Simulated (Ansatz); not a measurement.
# Property card of a Re sheet

The cell was found from a structure generator's guess, not taken from experiment.

All numbers below come from DFT PBE, scalar-relativistic, plane waves, PAW in Ansatz. Plane waves to 420 eV, a k mesh through Γ of 24×24×1 on the computed 2-atom cell and Gaussian smearing (0.10 eV); no spin polarisation.

This is a two-dimensional sheet: the third axis spans vacuum and isn't periodic.

```
CELL_PARAMETERS angstrom
2.74521 0.00000 0.00000
-1.37260 2.37742 0.00000
0.00000 0.00000 28.33039
ATOMIC_POSITIONS crystal
Re 0.00000 0.00000 0.32223
Re 0.00000 0.00000 0.24254
```

Energies count from the standard state of Re at the same level.

```json
{
  "Layer group": "p6/mmm (No. 80)",
  "In-plane cell": "a = 2.745 Å, b = 2.745 Å, γ = 120.0°",
  "Area per atom": "3.26 Å²",
  "Thickness between the outermost nuclei": "2.26 Å",
  "Energy over the standard state": "+1.34 eV/atom",
  "Band gap over mesh and path": "none (metal or semimetal)",
  "Density of states at the Fermi level": "1.6 states/eV per cell",
  "Löwdin character within 0.5 eV of the Fermi level": "Re 5d 86 %, Re 6s 8 %, unprojected 5 %",
  "Bader charges (e)": "Re1 0.00, Re2 0.00"
}
```

Levels along Γ–M–K–Γ, in eV from the Fermi level, sorted by energy at each point. Points in fractions of the primitive reciprocal vectors: Γ (0.000 0.000 0.000), M (0.500 0.000 0.000), K (0.333 0.333 0.000).
```
point  k (1/Å, with 2π)  band 13  band 14  band 15  band 16  band 17  band 18  band 19
    Γ             0.000    -1.40    -0.50    -0.50    -0.23     0.38     0.38     0.56
    -             0.189    -1.22    -0.70    -0.66    -0.31    -0.17     0.32     1.62
    -             0.378    -1.69    -1.04    -0.69    -0.01     0.18     0.23     2.69
    -             0.566    -2.11    -1.35    -0.24     0.25     0.38     1.08     3.17
    -             0.755    -1.74    -1.23    -0.42     0.79     1.46     2.15     3.16
    -             0.944    -1.02    -0.62    -0.59     2.00     2.70     3.01     3.48
    -             1.133    -1.00    -0.77     0.83     3.01     3.16     3.78     4.36
    M             1.321    -1.01    -0.81     1.56     2.98     3.42     4.24     4.74
    -             1.430    -1.00    -0.93     1.32     2.85     3.49     4.18     4.50
    -             1.539    -1.23    -0.95     0.77     2.57     3.34     3.60     5.11
    -             1.648    -1.65    -0.90     0.14     2.24     2.55     3.69     5.85
    -             1.757    -2.06    -0.86    -0.49     1.89     1.89     3.74     6.64
    -             1.866    -2.27    -1.06    -0.89     1.41     1.57     3.76     7.00
    -             1.975    -1.70    -1.54    -1.04     1.18     1.32     3.74     6.62
    K             2.084    -1.91    -1.30    -1.30     1.18     1.18     3.73     6.47
    -             2.302    -1.84    -1.73    -1.20     0.99     1.59     3.78     6.80
    -             2.520    -2.14    -1.72    -1.69     0.57     2.19     3.63     4.96
    -             2.738    -2.57    -2.10    -1.05     0.26     2.78     2.87     3.17
    -             2.956    -2.95    -1.75    -0.42     0.12     1.02     1.94     3.27
    -             3.174    -2.12    -1.21    -0.33    -0.04     0.04     0.58     3.03
    -             3.392    -1.17    -0.86    -0.71    -0.26    -0.14     0.30     1.80
    Γ             3.610    -1.40    -0.50    -0.50    -0.23     0.38     0.38     0.56
```

The last run used a 24×24×1 mesh for its 2-atom cell and Gaussian smearing of 0.10 eV. These runs have no spin–orbit coupling, which can matter for Re.
